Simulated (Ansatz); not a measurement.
Relaxed-ion elastic tensor of TlSn (L1₀ or tetragonal B2, P4/mmm) in GPa (Voigt order), DFT-PBEsol in the program Ansatz with PAW potentials; density 9.76 g/cm³, 27.47 Å³ per atom.

```json
[
 {"": "1", "1": "66.2", "2": "32.4", "3": "41.5", "4": "0.0", "5": "0.0", "6": "0.0"},
 {"": "2", "1": "32.4", "2": "66.2", "3": "41.5", "4": "0.0", "5": "0.0", "6": "0.0"},
 {"": "3", "1": "41.5", "2": "41.5", "3": "54.7", "4": "0.0", "5": "0.0", "6": "0.0"},
 {"": "4", "1": "0.0", "2": "0.0", "3": "0.0", "4": "9.4", "5": "0.0", "6": "0.0"},
 {"": "5", "1": "0.0", "2": "0.0", "3": "0.0", "4": "0.0", "5": "9.4", "6": "0.0"},
 {"": "6", "1": "0.0", "2": "0.0", "3": "0.0", "4": "0.0", "5": "0.0", "6": "-0.4"}
]
```

Task: Is the crystal mechanically stable?

Result: On the edge, within the error: the smallest eigenvalue of C is -0.4 GPa.

The workflow started from an entry of the Crystallography Open Database (COD). Its standing as an ambient phase is unchecked. The cell keeps a stress of up to 0.3 GPa. The cell was relaxed with PBEsol under the symmetry of its start; of distortions, only those at the zone centre were tested. As this level gives no gap, shear constants depend on the k-mesh and smearing (Fermi–Dirac, 0.1 eV here). On the denser mesh and wider smearing of the elastic run this cell carries a stress of 0.3 GPa. Scalar-relativistic: spin–orbit coupling is off unless named, which matters more the heavier the elements.

Potentials: the later of the program's two PAW sets.
